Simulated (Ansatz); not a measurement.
SnMo2N in space group P6_3/mmc (No. 194; Sn on 2d, Mo on 4f, N on 2a), r²SCAN (plane waves, PAW; program Ansatz), all energies at zero smearing, with the estimated change up to a 700 eV cutoff added, with one set of potentials and settings (totals compare only within such a set). Cell of 8 atoms (2 Sn, 4 Mo, 2 N): -32717.703 eV.

```tsv
element	reference phase	E (eV/atom)
Sn	Fd-3m, 2 atoms in the cell	-6038.7047
Mo	Im-3m, 1 atoms in the cell	-4967.6249
N	Pa-3, 8 atoms in the cell	-384.8341
```

Formation energy per atom, worked out: (-32717.703 − 2×(-6038.7047) − 4×(-4967.6249) − 2×(-384.8341))/8 = -0.016 eV/atom (-2 kJ per mol of atoms), at 0 K, without zero-point energy or fitted corrections.

The start of the workflow was typed in or built on a structure type; neither database checked (COD, Materials Project) lists it. Whether it is the stable phase at ambient conditions was not checked. The r²SCAN relaxation kept the symmetry of its start; whether a distortion lowers the energy is not shown. The workflow began spin-polarised and lost its moments. The references are the lowest solids computed at this level, not always the standard phases (solids in place of the gases). Scalar-relativistic: spin–orbit coupling is off unless named, which matters more the heavier the elements.

Potentials: the earlier of the program's two PAW sets.
